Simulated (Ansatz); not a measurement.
Values for one crystal, relaxed and computed with DFT-PBE in the program Ansatz with PAW potentials; other levels are named.

- Volume per atom = 13.43 Å³
- Band gap = 2.66 eV (indirect)
- Formation energy from the elements (no fitted shifts) = -749 meV/atom
- Smallest direct gap on the standard path = 3.89 eV
- Valence-band maximum = on the K–Γ line, 94 % of the way from K
- Bulk modulus (Birch–Murnaghan fit) = 99.6 GPa
- Electron effective mass = 0.28, 0.56, 0.61 mₑ (principal values)

Question: Which of these materials gives this?
A) MoS2, R3m (Mo on 3a, S on 3a, S on 3a)
B) HgS, P3_221 (Hg on 3a, S on 3b)
C) BeS, P6_422 (Be on 3c, S on 3d)
D) FeS2, Pnnm (Fe on 2a, S on 4g)

Answer: C, BeS, P6_422 (Be on 3c, S on 3d)

The start of the workflow was typed in or built on a structure type; neither database checked (COD, Materials Project) lists it. COD files the formula under space group No. 216, so this cell is another polymorph or a model. Whether it is the stable phase at ambient conditions was not checked. The cell was relaxed with PBE under the symmetry of its start; whether a distortion lowers the energy is not shown. The references are the lowest solids computed at this level, not always the standard phases.

Potentials: the later of the program's two PAW sets.
